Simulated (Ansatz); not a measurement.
Ca3GeO (anti-perovskite)

```xyz
5
Lattice="4.6049 0.0000 0.0000 0.0000 4.6049 0.0000 0.0000 0.0000 4.6049" Properties=species:S:1:pos:R:3 pbc="T T T"
Ca     2.3024     2.3024     0.0000
Ca     0.0000     2.3024     2.3024
Ca     2.3024     0.0000     2.3024
Ge     0.0000     0.0000     0.0000
O      2.3024     2.3024     2.3024
```

The slice is a {100} plane (indices of the conventional cell) through the point (0.000, 0.500, 0.500) (fractional), spanned by u = [100] and v = [010] in vectors of this cell: u (4.60 Å) and v (4.60 Å, at 90° to u). It covers one period; positions are fractions (u, v).

Computed with LDA (plane waves to 420 eV, PAW, scalar-relativistic; Ansatz, an electronic-structure program). k mesh 7×7×7. These are valence fields of a PAW run, semicore shells included where kept as valence: close to a nucleus they are smooth pseudo fields. At this level the bands of Ca3GeO touch or barely overlap. Ca3GeO was relaxed with its symmetry unable to fall.

Three fields on this plane, each scaled to ten steps between its own extremes (0 low, 9 high; the total valence density on a logarithmic scale, the potential cut 8 eV below its top; x marks points blanked near nuclei; v = 0 in the bottom row):

Map A
```
|xxxxxx315xxxxxxxxxxx513xxxxx|
|xxxxxx215xxxxxxxxxxx512xxxxx|
|xxxxxx115xxxxxxxxxxx511xxxxx|
|xxxxx30049xxxxxxxxx94003xxxx|
|xxxx4100369xxxxxxx9630014xxx|
|x6520000134555x5554310000256|
|1110000000011111110000000011|
|00000000000123x3210000000000|
|00000000013xxxxxxx3100000000|
|2221100004xxxxxxxxx400001122|
|333210002xxxxxxxxxxx20001233|
|554320015xxxxxxxxxxx51002345|
|555320016xxxxxxxxxxx61002355|
|55532001xxxxxxxxxxxxx1002355|
|555320016xxxxxxxxxxx61002355|
|554320015xxxxxxxxxxx51002345|
|333210002xxxxxxxxxxx20001233|
|2221100004xxxxxxxxx400001122|
|00000000013xxxxxxx3100000000|
|00000000000123x3210000000000|
|1110000000011111110000000011|
|x6520000134555x5554310000256|
|xxxx4100369xxxxxxx9630014xxx|
|xxxxx30049xxxxxxxxx94003xxxx|
|xxxxxx115xxxxxxxxxxx511xxxxx|
|xxxxxx215xxxxxxxxxxx512xxxxx|
|xxxxxx315xxxxxxxxxxx513xxxxx|
|xxxxxxx1xxxxxxxxxxxxx1xxxxxx|
```

Map B
```
|xxxxxx014xxxxxxxxxxx410xxxxx|
|xxxxxx024xxxxxxxxxxx420xxxxx|
|xxxxxx035xxxxxxxxxxx530xxxxx|
|xxxxx01456xxxxxxxxx65410xxxx|
|xxxx0024566xxxxxxx6654200xxx|
|x0001245555544x4455555421000|
|0112344554432111234455443211|
|44445554421000x0001244555444|
|66666554200xxxxxxx0024556666|
|7777665310xxxxxxxxx013566777|
|888876420xxxxxxxxxxx02467888|
|999876410xxxxxxxxxxx01467899|
|999876410xxxxxxxxxxx01467899|
|99987640xxxxxxxxxxxxx0467899|
|999876410xxxxxxxxxxx01467899|
|999876410xxxxxxxxxxx01467899|
|888876420xxxxxxxxxxx02467888|
|7777665310xxxxxxxxx013566777|
|66666554200xxxxxxx0024556666|
|44445554421000x0001244555444|
|0112344554432111234455443211|
|x0001245555544x4455555421000|
|xxxx0024566xxxxxxx6654200xxx|
|xxxxx01456xxxxxxxxx65410xxxx|
|xxxxxx035xxxxxxxxxxx530xxxxx|
|xxxxxx024xxxxxxxxxxx420xxxxx|
|xxxxxx014xxxxxxxxxxx410xxxxx|
|xxxxxxx1xxxxxxxxxxxxx1xxxxxx|
```

Map C
```
|xxxxxx989xxxxxxxxxxx989xxxxx|
|xxxxxx878xxxxxxxxxxx878xxxxx|
|xxxxxx767xxxxxxxxxxx767xxxxx|
|xxxxx75468xxxxxxxxx86457xxxx|
|xxxx7533468xxxxxxx8643357xxx|
|x9764211246789x9876421124679|
|5543100013467888764310001345|
|22110000135789x9875310000112|
|10000000257xxxxxxx7520000000|
|0000000147xxxxxxxxx741000000|
|000000136xxxxxxxxxxx63100000|
|000000147xxxxxxxxxxx74100000|
|000000259xxxxxxxxxxx95200000|
|00000125xxxxxxxxxxxxx5210000|
|000000259xxxxxxxxxxx95200000|
|000000147xxxxxxxxxxx74100000|
|000000136xxxxxxxxxxx63100000|
|0000000147xxxxxxxxx741000000|
|10000000257xxxxxxx7520000000|
|22110000135789x9875310000112|
|5543100013467888764310001345|
|x9764211246789x9876421124679|
|xxxx7533468xxxxxxx8643357xxx|
|xxxxx75468xxxxxxxxx86457xxxx|
|xxxxxx767xxxxxxxxxxx767xxxxx|
|xxxxxx878xxxxxxxxxxx878xxxxx|
|xxxxxx989xxxxxxxxxxx989xxxxx|
|xxxxxxx8xxxxxxxxxxxxx8xxxxxx|
```

**Question.** Assign the maps to these fields: electron localisation function (ELF); valence electron density; electrostatic potential energy of an electron, from the cell's mean.

**Answer.** A is the electron localisation function (ELF); B is the electrostatic potential energy of an electron, from the cell's mean; C is the valence electron density.
